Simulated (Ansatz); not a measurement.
CdS (zinc blende)

```
CELL_PARAMETERS angstrom
      0.00000     2.96355     2.96355
      2.96355     0.00000     2.96355
      2.96355     2.96355     0.00000
ATOMIC_POSITIONS crystal
  S  0.75000 0.75000 0.75000
  Cd 0.00000 0.00000 0.00000
```

E(V) scan at fixed shape, V₀ the volume above. Symmetry pins the atoms to their sites.

Computed with PBE (plane waves to 420 eV, PAW, scalar-relativistic; Ansatz, a program for electronic structure). k mesh 10×10×10 (Γ-centred), Fermi-Dirac smearing 0.05 eV. Energies are smeared free energies. Stress and pressure are positive under compression. CdS was relaxed with its symmetry unable to fall. The PAW data are Ansatz's earlier set. The zero of ΔE is the relaxed starting cell.

| V (Å³/atom) | ΔE (meV/atom) |
|---|---|
| 24.466 | 17.6 |
| 24.778 | 11.0 |
| 25.091 | 6.0 |
| 25.403 | 2.6 |
| 25.715 | 0.6 |
| 26.028 | 0.0 |
| 26.340 | 0.6 |
| 26.652 | withheld |
| 26.965 | 5.2 |
| 27.277 | 9.1 |
| 27.589 | 14.0 |

### Question
Fit a third-order Birch-Murnaghan form (E₀, V₀, B₀, B₀′ free) to the given rows and predict ΔE at V = 26.652.

### Answer
Least squares on the 10 given rows: ΔE = E₀ + (9V₀B₀/16)·y²·[2 + (B₀′ − 4)y], y = (V₀/V)^(2/3) − 1, with V₀ = 26.029 Å³/atom, B₀ = 53.56 GPa (160.2 GPa = 1 eV/Å³; the term in eV is multiplied by 1000), B₀′ = 4.63, E₀ = -0.03 meV/atom; root-mean-square residual 0.02 meV/atom. At 26.652 the fit gives 2.4 meV/atom; the calculation gives 2.4 meV/atom, the same to the digits shown. For the pressure the fit gives -1.20 GPa against the computed -1.20 GPa.

(A scan under strain: stresses follow from slopes of the energy per volume, elastic moduli from its curvatures.)
